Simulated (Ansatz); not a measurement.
LaInPt₄:
```
CELL_PARAMETERS angstrom
      0.00000     3.84864     3.84864
      3.84864     0.00000     3.84864
      3.84864     3.84864     0.00000
ATOMIC_POSITIONS crystal
  La 0.00000 0.00000 0.00000
  In 0.25000 0.25000 0.25000
  Pt 0.62424 0.62424 0.12729
  Pt 0.62424 0.12729 0.62424
  Pt 0.12729 0.62424 0.62424
  Pt 0.62424 0.62424 0.62424
```

Relaxed with r²SCAN. Special points in fractions of this cell's reciprocal vectors: Γ (0.000, 0.000, 0.000); X (0.500, 0.000, 0.500); U (0.625, 0.250, 0.625); K (0.375, 0.375, 0.750); L (0.500, 0.500, 0.500); W (0.500, 0.250, 0.750).

Task: List the band energies nearest the Fermi level at these points for the program Ansatz at the r²SCAN level (PAW).

Result: In eV from the Fermi level; about four levels below and three above (degenerate sets whole), none deeper than 8.9 eV; points with the same levels are listed once.

| k | below | above |
|---|---|---|
| Γ | -0.85 -0.66 -0.66 -0.66 | 0.57 0.57 0.57 |
| X | -1.78 -1.78 -1.76 -1.66 -1.64 | 1.20 1.68 1.68 |
| U | -2.03 -1.58 -1.20 -1.20 | 0.07 1.44 2.16 |
| L | -1.95 -1.95 -1.60 -1.60 -0.82 | 0.54 0.54 0.57 |
| W | -1.27 -1.15 -1.10 -0.20 | 1.23 2.30 2.43 |

Space group F-43m. The first step of the workflow began from a Materials Project structure, measured or hypothetical; the Crystallography Open Database copy checked does not list it. With La and In taken as one species the cell has the higher symmetry Fd-3m, so it may be an ordered model of a mixed-site phase. Its standing as an ambient phase is unchecked. The r²SCAN relaxation kept the symmetry of its start; whether a distortion lowers the energy is not shown. The run is not spin-polarised. Spin–orbit coupling is left out wherever it is not named.

Potentials: the earlier of the program's two PAW sets.
